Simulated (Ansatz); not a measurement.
The elements of this relaxed trial crystal are hidden behind letters.

```
lattice vectors (Å)
   2.5382    1.4654    4.5636
  -2.5382    1.4654    4.5636
   0.0000   -2.9309    4.5636
fractional positions
X 0.3528 0.3528 0.3528
X 0.8573 0.8573 0.8573
X 0.6448 0.6448 0.6448
Z 0.1399 0.1399 0.1399
Q 0.5581 0.9459 0.2507
Q 0.2507 0.5581 0.9459
Q 0.9459 0.2507 0.5581
Q 0.4506 0.0548 0.7451
Q 0.7451 0.4506 0.0548
Q 0.0548 0.7451 0.4506
```

Computed with DFT PBE, scalar-relativistic, plane waves, PAW (Ansatz 0.2.0). Cutoff 420 eV, Γ-centred 6×6×6 mesh (10-atom cell), Gaussian smearing of 0.02 eV, collinear spin.

* Space group: R3 (No. 146)
* Conventional cell: a = 5.076 Å, c = 13.691 Å
* Volume per atom: 10.18 Å³
* Density: 5.89 g/cm³
* Formation energy: −1.615 eV/atom
* Gap on the 6×6×6 mesh of the 10-atom cell: 0.74 eV
* Net moment per atom: 0.50 μB

Energies are uncorrected and count from the elements' standard states at the same level.

Question: X is a p-block element of period 4, Z is a d-block element of period 4 and Q is a p-block element of period 2. Which elements are they?

Answer: X = Ga, Z = Fe, Q = O, so the formula is Ga3FeO6. Density times volume gives a mean mass of 5.89 × 10.18/1.6605 = 36.1 u per atom, and this set has 36.1 u. Ga on its first site has 3 O at 1.96 Å and 3 O at 2.08 Å; around Fe lie 3 O at 1.95 Å and 3 O at 2.18 Å; O on its first site is surrounded by 2 Ga at 1.95 Å, 1 Ga at 2.08 Å and 1 Fe at 2.18 Å; 3 more sites not described. Other sets within the hints have nearly the same mass, so mass alone doesn't settle it; this one was computed.

Kohn–Sham gaps at this level usually fall short of measured ones. No Hubbard U is applied to the 3d shell of Fe. Another magnetic order may lie lower. A structure relaxed within its symmetry needn't be a true minimum.
